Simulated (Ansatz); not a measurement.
Rh (diamond, Fd-3m) under volume change, PBE (plane waves, PAW; program Ansatz), scaled uniformly.

| V (Å³/atom) | E − E(relaxed) (meV/atom) | P (GPa) |
|---|---|---|
| 19.050 | 82.9 | 15.52 |
| 19.678 | 34.5 | 9.37 |
| 20.306 | 8.1 | 4.26 |
| 20.934 | 0.0 | 0.00 |
| 21.562 | 7.2 | -3.54 |
| 22.190 | 27.0 | -6.50 |
| 22.818 | 57.4 | -8.94 |

### Question
What does a third-order Birch–Murnaghan fit give for V₀, B₀ and B′?

### Answer
V₀ = 20.93 Å³/atom, B₀ = 129 GPa, B′ = 5.1.

The start of the workflow was typed in or built on a structure type; neither database checked (COD, Materials Project) lists it. It is not the phase usual at ambient conditions (space group No. 225). The cell was relaxed with PBE under the symmetry of its start; its stability against distortions is not shown here. The workflow began spin-polarised and lost its moments.

Potentials: the later of the program's two PAW sets.
